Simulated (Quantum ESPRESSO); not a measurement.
```
SrAlSiH
1.0
    4.08072     0.00000     0.00000
   -2.04036     3.53401     0.00000
    0.00000     0.00000     4.64206
H Al Si Sr
1 1 1 1
Direct
  0.66667   0.33333   0.08970
  0.66667   0.33333   0.46768
  0.33333   0.66667   0.55644
  0.00000   0.00000   0.00918
```

The PBEsol cell relaxed from Materials Project entry mp-570485 was given an isotropic strain of -3 % on all lattice vectors, and the atoms were relaxed again.

Problem. What does PBEsol (Quantum ESPRESSO, PseudoDojo norm-conserving, 72 Ry, no spin-orbit coupling) give for the electronic structure near the Fermi level?

Solution. The PBEsol gap is 0.42 eV; at least one edge lies off the plotted path, at a point of the SCF mesh. The smallest direct gap is 1.45 eV. 

The structure is a Materials Project entry; no match was found in the copy of COD used, and its stability was not checked.
